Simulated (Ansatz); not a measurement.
Ti5Ge3 in space group P6_3/mcm (No. 193; Ti on 6g, Ti on 4d, Ge on 6g) at seven volumes, the program Ansatz at the r²SCAN level (PAW), shape and atoms relaxed at each. One row is withheld.

```
V (Å³/atom)  P (GPa)
-----------  -------
14.576         15.95
15.057          9.78
15.537          4.50
16.018          0.00
16.498         -3.84
16.979         -7.11
17.459             ?
```

Question: Fit the shown pressures and predict the withheld one.

Answer: P = (3/2)B₀(x^(7/2) − x^(5/2))[1 + (3/4)(B′ − 4)(x − 1)] with x = (V₀/V)^(2/3). Least squares on the six rows gives V₀ = 16.018 Å³/atom, B₀ = 138 GPa, B′ = 4.25. At V = 17.459, x = 0.9442 and P = -9.90 GPa. The run itself gave -9.88 GPa.

The first step of the workflow began from a Materials Project structure, measured or hypothetical; the Crystallography Open Database files this formula in space group No. 193, but the cells were not matched. Whether it is the stable phase at ambient conditions was not checked. The cell was relaxed with r²SCAN under the symmetry of its start; its stability against distortions is not shown here. No spin polarisation was allowed.

Potentials: the later of the program's two PAW sets.
